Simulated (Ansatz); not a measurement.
ZrO$_{2}$:
Space group R-3m, hexagonal axes (No. 166); a = b = 3.2916 Å, c = 13.5920 Å, α = β = 90.00°, γ = 120.00°

| atom | site | symmetry | x | y | z |
|---|---|---|---|---|---|
| Zr | 3a | -3m | 0.0000 | 0.0000 | 0.0000 |
| O | 6c | 3m | 0.0000 | 0.0000 | 0.2633 |
(The calculation used a cell of 3 atoms; values per cell refer to that cell.)

Relaxed with PBE. 

Question: HSE06 on this cell (Ansatz, a program for electronic structure, PAW) gives a gap of 5.72 eV. What does PBE give?

Answer: 4.12 eV.

Cost on shared cores: the PBE run (SCF on a 10×10×10 mesh, then bands and DOS) about 21 core-seconds (a rough figure), the HSE06 run (SCF on 7×7×7, then a few points) about 3 core-minutes (a rough figure); the tasks are unlike.

The cell is a constructed one: a structure type filled with these elements; neither database checked (COD, Materials Project) lists it. It is not the phase usual at ambient conditions (space group No. 14). Symmetry was held in the PBE relaxation; its stability against distortions is not shown here. No spin polarisation was allowed. A crystal of weakly bound layers computed without a dispersion correction: the cell and the soft elastic constants depend strongly on that. Scalar-relativistic: spin–orbit coupling is off unless named, which matters more the heavier the elements.

Potentials: the later of the program's two PAW sets.

Ansatz is a plane-wave DFT program.
